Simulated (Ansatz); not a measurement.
## Structure relaxation, Ge

The start is a generated cell, Ge built in the AFLOW prototype A_tI2_139_a (A6, as in In). The cell and all atomic positions are relaxed at zero pressure with r2SCAN (plane waves to 500 eV, PAW, scalar-relativistic; Ansatz, an electronic-structure program). First-step values are on the input's coarse k-mesh.

Ansatz input (later rounds restart from its end on a renewed k-mesh):
Ansatz 0.2 input:
```yaml
crystal:
  lattice:
    - [-1.6851062, 1.6851062, 1.8118866]
    - [1.6851062, -1.6851062, 1.8118866]
    - [1.6851062, 1.6851062, -1.8118866]
  atoms:
    - { symbol: Ge, position: [0, 0, 0] }
basis: { ecutwfc: 500, ecutrho_ratio: 4, xc_grid: 4, fft_grid_basis: typed }
kpoints: { mp_grid: { grid: [10, 10, 10] } }
hamiltonian:
  xc: r2scan
  dispersion: none
  pseudopotentials: { azcp: { folder: ./paw }, kind: paw }
scf: { occupations: { method: fermi_dirac, width: 0.05 } }
relax: { f_tol: 0.01, max_steps: 100, cell: { stress_tol: 0.02 } }
output: { forces: true, stress: true }
```

- Initial pressure: -5 GPa (negative: the cell is under tension)
- Outcome: The space group stays I4/mmm (No. 139) (the run could not lower it); the end is AFLOW prototype A_tI2_139_a (A6, as in In), with 1 atom in the primitive cell
- Energy released: 0.04 eV/atom
- Volume change: -8.7 %, from 20.58 to 18.80 Å³/atom
- Shortest distances (start → end): The closest pairs of elements (up to four, under 3.6 Å), start → end: Ge–Ge 2.99 → 2.91 Å
- Band gap at the end: zero (metallic)
- Optimiser moves: 5

It ends as:

Space group I4/mmm (No. 139); a = 3.2045 Å, b = 3.2045 Å, c = 3.6613 Å, α = 90.00°, β = 90.00°, γ = 90.00°

```csv
atom,site,symmetry,x,y,z
Ge,2a,4/mmm,0.0000,0.0000,0.0000
```
(The calculation used a cell of 1 atom; values per cell refer to that cell.)

Final values are on a 20×20×20 k-mesh of the relaxed cell. No spin polarisation in the result.

The run could not lose the symmetry of its start: the end is stationary, and may be a saddle point rather than a minimum.

The relaxed structure here is a generated cell of Ge: the first start was made by placing the elements on the sites of a structure type, and the end was not matched to a known phase here, so it may be hypothetical. Known forms of Ge include space group No. 227.
